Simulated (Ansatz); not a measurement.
Frames from the relaxation of a relaxed Ta cell, doubled along one cell vector, shaken by Gaussian noise of σ = 0.08 Å a coordinate, as extended XYZ (Å, eV, eV/Å, GPa with compression positive). All values below come from PBEsol (plane waves to 420 eV, PAW, scalar-relativistic; Ansatz, an electronic-structure program). Γ-centred k-mesh 14×14×7 on the run's cell (coarser than for final values), Fermi–Dirac smearing 0.05 eV.

```xyz
2
Lattice="-1.6410 1.6410 1.6410 1.6410 -1.6410 1.6410 3.2819 3.2819 -3.2819" Properties=species:S:1:pos:R:3:forces:R:3 pbc="T T T" step=1 free_energy=-19614.711 pressure=1.1 accepted=T
Ta     0.0498    -0.0925    -0.0564    0.5190    0.5320    1.1311
Ta     1.7511     1.6145    -1.5397   -0.5190   -0.5320   -1.1311
2
Lattice="-1.6568 1.6358 1.6307 1.6359 -1.6572 1.6312 3.2655 3.2664 -3.3042" Properties=species:S:1:pos:R:3:forces:R:3 pbc="T T T" step=2 free_energy=-19614.653 pressure=3.9 accepted=F
Ta     0.0984    -0.0406     0.1233   -0.4386   -0.4410   -1.4167
Ta     1.6942     1.5539    -1.7311    0.4386    0.4410    1.4167
2
Lattice="-1.6460 1.6481 1.6380 1.6484 -1.6462 1.6385 3.2928 3.2934 -3.2723" Properties=species:S:1:pos:R:3:forces:R:3 pbc="T T T" step=3 free_energy=-19614.832 pressure=-1.2 accepted=T
Ta     0.0729    -0.0672     0.0262    0.1047    0.1056   -0.0583
Ta     1.7341     1.5946    -1.6175   -0.1047   -0.1056    0.0583
2
Lattice="-1.6392 1.6404 1.6422 1.6406 -1.6393 1.6425 3.2763 3.2765 -3.2822" Properties=species:S:1:pos:R:3:forces:R:3 pbc="T T T" step=4 free_energy=-19614.835 pressure=0.3 accepted=T
Ta     0.0775    -0.0617     0.0243    0.0328    0.0318   -0.0287
Ta     1.7206     1.5812    -1.6205   -0.0328   -0.0318    0.0287
```

The path has 7 moves and ends in Im-3m (No. 229) (bcc (W type)), 0.06 eV/atom below its start. Free energies are of the whole cell and compare only within this code, potentials and settings.  No spin polarisation in the result.

The run could not lose the symmetry of its start.
